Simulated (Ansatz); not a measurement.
# MnSb (P63/mmc): majority and minority states

```
Mn Sb
1.0
     4.15000    0.00000    0.00000
    -2.07500    3.59401    0.00000
     0.00000    0.00000    5.78000
Mn Sb
2 2
Cartesian
  0.0000 0.0000 0.0000
  0.0000 0.0000 2.8900
  0.0000 2.3960 1.4450
  2.0750 1.1980 4.3350
```

The geometry is a structure as deposited in COD, held fixed and not relaxed.

Functional, mesh and filling: PBEsol, 9×9×6 k mesh, Fermi–Dirac smearing of 0.1 eV. LAPW is all-electron LAPW in Ansatz 0.2.0. Site moments are integrated in spheres about the atoms. Start moments (μB): Mn1 3.4, Mn2 3.4.

Problem. Give the density of states by spin, smoothed by a Gaussian of 0.15 eV.

Solution. 
```csv
E − E_F (eV),majority (states/eV/cell),minority (states/eV/cell)
-7.00,0.00,0.00
-6.70,0.00,0.00
-6.40,0.00,0.00
-6.10,0.00,0.00
-5.80,0.05,0.00
-5.50,0.64,0.01
-5.20,1.09,0.35
-4.90,1.42,1.01
-4.60,1.14,1.17
-4.30,1.22,1.13
-4.00,1.45,0.81
-3.70,2.63,0.95
-3.40,3.16,0.91
-3.10,4.38,0.92
-2.80,4.75,1.28
-2.50,5.59,1.90
-2.20,4.98,2.13
-1.90,3.60,1.94
-1.60,1.90,2.04
-1.30,1.57,2.22
-1.00,1.40,0.87
-0.70,1.40,0.66
-0.40,1.25,0.98
-0.10,1.22,1.12
0.20,0.91,1.66
0.50,0.72,3.80
0.80,0.99,5.53
1.10,1.19,3.57
1.40,1.07,3.76
1.70,0.95,2.53
2.00,1.03,2.35
2.30,1.06,1.52
2.60,0.57,1.71
2.90,0.15,1.62
3.20,0.21,1.40
3.50,0.51,1.11
3.80,0.87,0.39
4.10,1.22,0.30
4.40,1.25,0.65
```
Site moments (μB): Mn1 3.47, Mn2 3.47, Sb3 -0.16, Sb4 -0.16. Cell moment 6.66 μB.

Löwdin populations of d and f shells (filled inner shells left out):

```csv
shell,up,down
Mn1 3d,4.63,1.10
Mn2 3d,4.63,1.10
```

Further occupied bands lie below the window, the nearest with its top at -8.6 eV.

The Ansatz runs typed with the search for lower states off end where their start leads. Spin–orbit coupling is left out although heavy atoms are present. These are results for the start and cell typed. The real compound can order otherwise, in a larger cell, or not at all, since semilocal functionals at zero temperature often overstate magnetism.
